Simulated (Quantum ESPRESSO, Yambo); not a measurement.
Rh₂O₃ (corundum, space group R-3c, No. 167). The geometry is that of Materials Project entry mp-542734, symmetrised and not relaxed again. Chain: LDA (Quantum ESPRESSO, PseudoDojo norm-conserving, 88 Ry, without SOC); G0W0 in Yambo (2×2×2 Γ-centred k mesh, bands 17 to 185 and a 7 Ry block in the screening, 185 bands in G with the Bruneval-Gonze terminator, plasmon pole fitted at 27.2 eV); BSE (4×4×4 mesh, 15 valence and 9 conduction bands, static screening with 90 bands and a 3 Ry block, scissor 0.51 eV, Tamm-Dancoff).

| Item | Value |
|---|---|
| LDA gap (dense path) | 0.53 eV |
| LDA gap Γ → F on the GW mesh | 0.53 eV |
| LDA smallest direct gap on the GW mesh, at Γ | 0.80 eV |
| G0W0 direct gap at that point | 1.31 eV |
| G0W0 correction to the gap Γ → F | 0.51 eV |
| lowest exciton | no binding energy given (see below) |

Rough cost of the Yambo steps against G0W0 for 4 states: BSE about 10×.

Nearest settings tried, and what they do to the gap: 151 bands in W, 151 bands in G: +3 meV; 6 Ry block (181 vectors against 223): -13 meV; 4×4×4 mesh: -49 meV. So the settings aren't converged at that level. The k mesh is coarse. The BSE states are vertical excitations (zero momentum); the indirect quasiparticle gap, about 1.04 eV, is smaller than the direct one (1.31 eV on the GW mesh). The lowest state covers only about 2 of the 64 k points, so the mesh doesn't resolve it: its energy and its distance from the direct gap are mesh artefacts. An extended exciton needs a far denser mesh. Axes are Cartesian, with cell vectors (Å) (2.57, 1.48, 4.63), (-2.57, 1.48, 4.63), (0.00, -2.97, 4.63).

Spin-orbit splittings are left out.
